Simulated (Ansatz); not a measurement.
BP in space group P4_2/mmc (No. 131; B on 2c, P on 2f) at seven volumes, PBE (plane waves, PAW; program Ansatz), shape and atoms relaxed at each. One row is withheld.

| V (Å³/atom) | P (GPa) |
|---|---|
| 10.889 | 15.35 |
| 11.248 | ? |
| 11.606 | 4.38 |
| 11.965 | 0.00 |
| 12.324 | -3.75 |
| 12.683 | -6.99 |
| 13.042 | -9.80 |

Fit the shown pressures and predict the withheld one.

P = (3/2)B₀(x^(7/2) − x^(5/2))[1 + (3/4)(B′ − 4)(x − 1)] with x = (V₀/V)^(2/3). Least squares on the six rows gives V₀ = 11.966 Å³/atom, B₀ = 135 GPa, B′ = 3.97. At V = 11.248, x = 1.0421 and P = 9.45 GPa. The run itself gave 9.50 GPa.

A made-up cell: these elements were put on the sites of a structure type; neither database checked (COD, Materials Project) lists it. It is not the phase usual at ambient conditions (space group No. 216). The PBE relaxation kept the symmetry of its start; whether a distortion lowers the energy is not shown.

Potentials: the later of the program's two PAW sets.
